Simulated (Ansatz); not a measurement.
# Ni: converged, but where?

System: Ni, a measured crystal structure (space group Fm-3m, primitive cell doubled); the cell holds 2 atoms. Source: COD entry 2102293; it may be a high-temperature, high-pressure or metastable form.

All numbers below come from Ansatz development build ahead of 0.2.0, DFT, PBE, PAW, plane waves, scalar-relativistic.

```yaml
crystal:
  lattice:
    - [-1.7721, -1.7721, -3.5442]
    - [1.7721, -1.7721, 0.0]
    - [-1.7721, -1.7721, 0.0]
  atoms:
    - { symbol: Ni, position: [0.0, 0.0, 0.0], spin: 2.0 }
    - { symbol: Ni, position: [0.5, 0.5, 0.0], spin: -2.0 }
magnetization:
  spin_polarized: true
hamiltonian:
  xc: pbe
  pseudopotentials: { kind: paw }
basis:
  ecutwfc: 420
kpoints:
  mp_grid: { grid: [8, 11, 13] }
scf:
  occupations: { method: fermi_dirac, width: 0.05 }
  lower_state_search: "off"
output:
  forces: true
  stress: true
```

It took 9.9 s on 2 threads of Arm Neoverse V2, with other jobs on the host, peak memory 0.46 GiB.

The end of the output:

```
SCF converged after 17 iterations
Magnetization: 0.0000 μB (18.0000 up, 18.0000 down)
Absolute magnetization: 0.2585 μB (∫|ρ↑−ρ↓|, with the PAW one-centre terms)
Spin contamination: 0.0690 ħ² per cell (⟨S²⟩ above its minimum at these occupations)
Per-site moments (μB) at R_I (Å): [(0.1273, 1.0337), (-0.1273, 1.0337)]
Free energy (F): -11679.339183 eV
Harris-Foulkes:  -11679.339183 eV  (|F-HF|=3.09e-11)
Internal energy: -11679.282175 eV  (E = F + TS)
E sigma→0 (E₀):  -11679.310679 eV
Entropy (-TS):   -0.057009 eV (-28.504 meV/atom)
Fermi energy:    17.475770 eV
--- Forces (eV/Å), atoms counted from 1 ---
  atom   1  Ni    -0.00000000     0.00000000     0.00000000
  atom   2  Ni     0.00000000    -0.00000000     0.00000000
--- Stress (GPa, compression-positive) ---
       -4.970391      -0.103218      -0.005989
       -0.103218      -4.970391      -0.005989
       -0.005989      -0.005989      -5.193383
  P = ⅓ Tr σ = -5.0447 GPa (-50.447 kbar)
```

The mesh has less symmetry than the lattice, which lowers the symmetry of the run.

A small moment in a metal is sensitive to the mesh and the smearing.

Site moments are taken inside atomic spheres and don't add up to the total.

The run converged. Is this the lowest state of the cell, and if not, what lies lower and how is it reached?

No. A state 55.6 meV/atom (0.111 eV per cell) lower exists in this cell: ferromagnetic, site moments Ni1 0.67, Ni2 0.67 μB, total 1.26 μB per cell, no gap on the k-mesh. It was reached from: parallel moments, default search for lower states [Ni1 2.00, Ni2 2.00 μB]; usual moments times 0.5, signs ++, plain SCF [Ni1 1.00, Ni2 1.00 μB]. The wrong state matters: the pressure is -4.2 GPa there against -5.0 GPa here. States within about 5 meV/atom are too close for this mesh, smearing and search to settle their order. This multiple of the primitive cell fits some opposed orders; other multiples fit others. “Lowest” means lowest among the runs made in this cell.
